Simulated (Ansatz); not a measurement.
**Is this La₆N structure a true minimum?**

The structure comes from a proposed guess, relaxed at this level; another structure or a mixture of phases may lie lower.

All numbers below come from DFT PBE, scalar-relativistic, plane waves, PAW in Ansatz 0.2.0. Settings: cutoff 420 eV, Γ-centred mesh 8×8×2 on the computed 7-atom cell, Gaussian smearing of 0.10 eV; no spin polarisation.

The cell below (7 atoms, space group P4/mmm (No. 123)) is relaxed within its symmetry.

```
CELL_PARAMETERS angstrom
3.80731 0.00000 0.00000
0.00000 3.80731 0.00000
0.00000 0.00000 15.49952
ATOMIC_POSITIONS crystal
La 0.50000 0.50000 0.84583
La 0.50000 0.50000 0.15417
La 0.00000 0.00000 0.00000
La 0.00000 0.00000 0.66242
La 0.00000 0.00000 0.33758
La 0.50000 0.50000 0.50000
N 0.50000 0.50000 0.00000
```

For the test it was strained at random (σ = 1.5 % a component), the atoms were moved at random (σ = 0.05 Å), and all was relaxed again on a coarse 6×6×2 mesh (in the run’s order of axes) with 0.20 eV smearing, with no symmetry imposed.

The cell is a metal run without spin; a magnetic state may lie lower.

Question: Does it come back?

Answer: It returns, within 1 meV/atom of the unmoved cell on that mesh and with the same symmetry when read at 0.1 Å (P1 at 0.01 Å, so small strains and shifts remain). No instability shows in this cell; modes of other wave vectors, which need another repeat, aren't tested.
